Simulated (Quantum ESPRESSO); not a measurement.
Field gradients of MgI$_{2}$ from a PBE PAW density (pw.x of a modified build of Quantum ESPRESSO, JTH datasets) with the all-electron reconstruction of Petrilli and co-workers. The input of pw.x:

```
&CONTROL
  calculation = 'scf'
  prefix = 'x'
  pseudo_dir = './pseudo'
  outdir = './out'
  tprnfor = .true.
/
&SYSTEM
  ibrav = 0
  nat = 3
  ntyp = 2
  ecutwfc = 40
  ecutrho = 160
  occupations = 'fixed'
  nbnd = 16
/
&ELECTRONS
  conv_thr = 1e-11
/
ATOMIC_SPECIES
Mg 24.305 Mg.GGA_PBE-JTH.UPF
I 126.904 I.GGA_PBE-JTH.UPF
CELL_PARAMETERS angstrom
    4.195679798151     0.000000000000     0.000000000000
   -2.097839899076     3.633565291344     0.000000000000
    0.000000000000     0.000000000000     7.105730000000
ATOMIC_POSITIONS crystal
Mg     0.000000000000     0.000000000000     0.000000000000
I      0.333333333333     0.666666666667     0.234080000000
I      0.666666666667     0.333333333333     0.765920000000
K_POINTS automatic
6 6 3 0 0 0
```
The geometry is a computed Materials Project entry, not a measured one. It is MgI2 in P-3m1; whether this form has been observed was not checked. Stability against distortions was not tested. The layers lie 3.8 Å apart; this gap hangs on dispersion, and neither it nor the stacking was checked against the measured crystal.

Vzz is the sum of three terms, each taken along its main axis: the smooth valence density, the ions (nucleus and frozen core) with the augmentation charges of all other spheres, and the all-electron minus smooth density in the atom's own sphere. The split hangs on the datasets.  Cores are frozen. I had no test against all-electron runs. Spin–orbit coupling is left out, a limit on I.

```json
[
 {"site": "I (atoms 2, 3)", "smooth valence density": "0.004", "ions and other spheres": "-0.010", "own sphere": "?", "Vzz (a.u.)": "?"}
]
```

Question: Fill in the missing entries.

Answer: 
- I (atoms 2, 3), own sphere: -0.573
- I (atoms 2, 3), Vzz (a.u.): -0.579
